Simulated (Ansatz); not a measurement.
Values for one crystal, relaxed and computed with the program Ansatz at the r²SCAN level (PAW); other levels are named.

```yaml
volume_per_atom: 10.95 Å³
band_gap: 8.66 eV (smallest direct gap 8.68 eV)
Poisson's ratio: 0.31
valence_band_maximum: on the M–K line, 44 % of the way from M
hole_effective_mass: 2.7, 7.9, 10 mₑ (principal values)
HSE06 gap on the r²SCAN cell: 10.11 eV
Gap with spin–orbit coupling: 8.23 eV
```

Pick the material that matches.
A) MgTlF3, cubic perovskite
B) NaF, rock salt
C) LuF3, P-3c1 (Lu on 6f, F on 2a, F on 4d, F on 12g)
D) CaF2, Pnma (Ca on 4c, F on 4c, F on 4c)

C, LuF3, P-3c1 (Lu on 6f, F on 2a, F on 4d, F on 12g)

The workflow started from a Materials Project entry (that database holds measured and hypothetical structures alike); the Crystallography Open Database copy checked does not list it. Its standing as an ambient phase is unchecked. The cell was relaxed with r²SCAN under the symmetry of its start; its stability against distortions is not shown here. Scalar-relativistic: spin–orbit coupling is off unless named, which matters more the heavier the elements.

Potentials: the later of the program's two PAW sets.
